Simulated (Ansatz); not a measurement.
BiB:
```xyz
6
Lattice="3.9383 0.0000 0.0000 -1.9692 3.4107 0.0000 0.0000 0.0000 8.7705" Properties=species:S:1:pos:R:3 pbc="T T T"
B      1.9692     0.0000     4.3852
B     -0.9846     1.7053     1.4617
B      0.9846     1.7053     7.3087
Bi     1.9692     0.0000     0.0000
Bi    -0.9846     1.7053     5.8470
Bi     0.9846     1.7053     2.9235
```

Relaxed with PBE. Special points in fractions of this cell's reciprocal vectors: Γ (0.000, 0.000, 0.000); M (0.500, 0.000, 0.000); K (0.333, 0.333, 0.000); A (0.000, 0.000, 0.500); L (0.500, 0.000, 0.500); H (0.333, 0.333, 0.500).

List the band energies nearest the Fermi level at these points for plane-wave PAW PBE (Ansatz code).

In eV from the Fermi level; about four levels below and three above (degenerate sets whole), none deeper than 8.9 eV; points with the same levels are listed once.

```json
[
 {"k": "Γ", "below": "-0.36 -0.31 -0.31 -0.14", "above": "0.43 1.78 1.78"},
 {"k": "M", "below": "-2.57 -1.90 -1.60 -1.35", "above": "0.26 0.59 1.26"},
 {"k": "K", "below": "-2.30 -1.58 -1.58 -0.37", "above": "1.94 1.94 4.10 4.10"},
 {"k": "A", "below": "-2.20 -2.20 -0.28 -0.28 -0.11", "above": "0.05 1.52 1.52"},
 {"k": "L", "below": "-2.40 -2.34 -1.97 -1.83", "above": "1.39 1.55 2.49"},
 {"k": "H", "below": "-4.02 -4.02 -1.99 -1.56", "above": "1.96 1.96 2.26"}
]
```

Space group P6_222. A made-up cell: these elements were put on the sites of a structure type; neither database checked (COD, Materials Project) lists it. Whether it is the stable phase at ambient conditions was not checked. The cell was relaxed with PBE under the symmetry of its start; whether a distortion lowers the energy is not shown. Spin–orbit coupling is left out wherever it is not named.

Potentials: the later of the program's two PAW sets.
